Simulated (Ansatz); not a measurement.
NaCl (rock salt)

```yaml
crystal:
  lattice:
    - [0.00000, 2.80387, 2.80387]
    - [2.80387, 0.00000, 2.80387]
    - [2.80387, 2.80387, 0.00000]
  atoms:
    - { symbol: Na, position: [0.00000, 0.00000, 0.00000] }
    - { symbol: Cl, position: [0.50000, 0.50000, 0.50000] }
```

The slice is a {111} plane (indices of the conventional cell) through the point (0.500, 0.500, 0.500) (fractional), spanned by u = [100] and v = [-1 2 0] in vectors of this cell: u (3.97 Å) and v (6.87 Å, at 90° to u). It covers one period; positions are fractions (u, v).

All values below come from r2SCAN (plane waves to 500 eV, PAW, scalar-relativistic; Ansatz, a first-principles code). k mesh 10×10×10. Near the nuclei the fields are pseudised (PAW); where an atom keeps semicore shells as valence, they peak there. NaCl was relaxed with its symmetry unable to fall.

Predict the map of the electron localisation function (ELF) on the slice.


```
|xxxx@@@@##..  ..##@@@@xx|
|@@@@@@%%++      ++%%@@@@|
|@@@@%%**::      ::**%%@@|
|##**==..          ..==**|
|....      ......      ..|
|      ..==**##**==..    |
|    ::**%%@@@@@@%%**::  |
|    ++%%@@@@@@@@@@%%++  |
|  ..##@@@@xxxxxx@@@@##..|
|  ..##@@@@xxxxxx@@@@##..|
|  ..##@@@@xxxxxx@@@@##..|
|    ++%%@@@@@@@@@@%%++  |
|    ::**%%@@@@@@%%**::  |
|      ..==**##**==..    |
|....      ......      ..|
|##**==..          ..==**|
|@@@@%%**::      ::**%%@@|
|@@@@@@%%++      ++%%@@@@|
|xxxx@@@@##..  ..##@@@@xx|
|xxxx@@@@##..  ..##@@@@xx|
```
Scale: ten equal steps from 0.01 (start of ' ') to 0.87 (end of '@'), in the order ' .:-=+*#%@'. Values: electron localisation function (ELF). The map has 12 points along u (two characters each, u = 0 at the left) and 20 along v (v = 0 in the bottom row). Points within 0.5 Å of a nucleus are blanked (x), as the pseudised field means little there.
